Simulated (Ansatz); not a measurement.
**Trends among crystals of one structure type (P6_3/mmc)**

All 4 crystals share space group P6_3/mmc (No. 194) and the same kinds of sites, 2 atoms in the primitive cell. They are database entries and needn't be the stable phases. The set is a selection: crystals with unstable modes on a coarse mesh or in a metal were left out. Cells are relaxed by PAW under the functional.

Quantity: harmonic phonons by finite displacements (negative means unstable), on a 2×2×2 q mesh. Level: PBEsol, all-electron LAPW in Ansatz 0.2.0, scalar-relativistic.

```csv
crystal,cell (conventional),k mesh,smearing (eV)
Pb,"a = 3.473, c = 5.715 Å",12×12×6,0.10
Sc,"a = 3.276, c = 5.097 Å",14×14×8,0.08
Sr,"a = 4.190, c = 6.889 Å",10×10×6,0.08
Zn,"a = 2.610, c = 4.797 Å",16×16×8,0.05
```

Question: Rank them by lowest at A, lowest first.
A. Pb
B. Zn
C. Sr
D. Sc

Answer: A (18.6 cm⁻¹), C (31.6 cm⁻¹), B (61.8 cm⁻¹), D (96.7 cm⁻¹).

All values:

```csv
crystal,highest mode (cm⁻¹),lowest at M (cm⁻¹),lowest at A (cm⁻¹),lowest at L (cm⁻¹),lowest optical at Γ (cm⁻¹),highest at Γ (cm⁻¹)
Pb,75.9,29.9,18.6,41.5,26.1,74.7
Sc,230,120,96.7,135,136,230
Sr,100,48.5,31.6,65.3,42.8,96.4
Zn,224,68.3,61.8,74.4,77.3,153
```

Caveats: responses of metals move with mesh and smearing; no spin-orbit coupling on heavy atoms (Pb); a very soft zone-boundary mode, near an instability or sensitive to the mesh (Pb).
